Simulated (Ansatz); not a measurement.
## Guessed and relaxed cells of HfCl₅

Recipe of this trial structure of HfCl₅: random cell by space group and Wyckoff sites (P6/mmm, No. 191). The dimensions are guesses.

start.cif

```cif
data_structure
_symmetry_space_group_name_H-M 'P6/mmm'
_symmetry_Int_Tables_number 191
_cell_length_a 4.5244
_cell_length_b 4.5244
_cell_length_c 9.4601
_cell_angle_alpha 90.000
_cell_angle_beta 90.000
_cell_angle_gamma 120.000
_cell_volume 167.70
loop_
_atom_site_label
_atom_site_type_symbol
_atom_site_symmetry_multiplicity
_atom_site_Wyckoff_symbol
_atom_site_fract_x
_atom_site_fract_y
_atom_site_fract_z
_atom_site_occupancy
Hf1 Hf 1 b 0.00000 0.00000 0.50000 1
Cl1 Cl 3 g 0.50000 0.00000 0.50000 1
Cl2 Cl 2 e 0.00000 0.00000 0.26589 1
```

Method: DFT PBE, scalar-relativistic, plane waves, PAW (Ansatz 0.2.0). Cutoff 420 eV, Gaussian smearing, Γ-centred meshes. Cell and atoms relax first on a coarse mesh and then on a finer one. In between, the cell is made exact in the group found at 0.06 Å. In metals the finer mesh still leaves noise of several meV/atom or more. The steps can't lower the symmetry of their start. No spin polarisation.

end.cif

```cif
data_structure
_symmetry_space_group_name_H-M 'P6/mmm'
_symmetry_Int_Tables_number 191
_cell_length_a 5.6494
_cell_length_b 5.6494
_cell_length_c 8.7570
_cell_angle_alpha 90.000
_cell_angle_beta 90.000
_cell_angle_gamma 120.000
_cell_volume 242.04
loop_
_atom_site_label
_atom_site_type_symbol
_atom_site_symmetry_multiplicity
_atom_site_Wyckoff_symbol
_atom_site_fract_x
_atom_site_fract_y
_atom_site_fract_z
_atom_site_occupancy
Hf1 Hf 1 b 0.00000 0.00000 0.50000 1
Cl1 Cl 3 g 0.50000 0.00000 0.50000 1
Cl2 Cl 2 e 0.00000 0.00000 0.23335 1
```

The symmetry stays P6/mmm (No. 191). The volume per atom grows by 44.3 %, from 28.0 to 40.3 Å³. The shortest distance goes from 2.21 Å (Hf–Cl) to 2.34 Å (Hf–Cl). The ratio c/a of the conventional cell changes by a factor of 0.74. The energy falls by about 1.7 eV/atom (the start's value is from the coarse mesh).

```
Volume per atom                            : 40.3 Å³
Density                                    : 2.4 g/cm³
Formation energy                           : −1.09 eV/atom
Gap on the 12×12×4 mesh of the 6-atom cell : 0 eV (a metal)
```

The zero of energy is the elements' standard structures at the same level (Cl₂ as a molecule); no fitted shifts are applied. Whether it is stable depends on the other phases of the system, which aren't compared here.

The last run used Gaussian smearing of 0.10 eV. Weakly bound directions are ill-defined at this level, which has no dispersion term. These runs have no spin–orbit coupling, which can matter for Hf. An odd number of electrons in the primitive cell allows no gap without spin; a larger cell or a magnetic state could open one. The cell is a metal run without spin; a magnetic state may lie lower. A structure relaxed within its symmetry needn't be a true minimum. In all, the 3 runs took 7.4 min on 1 thread of AMD EPYC (Zen 3), with other jobs on the host.
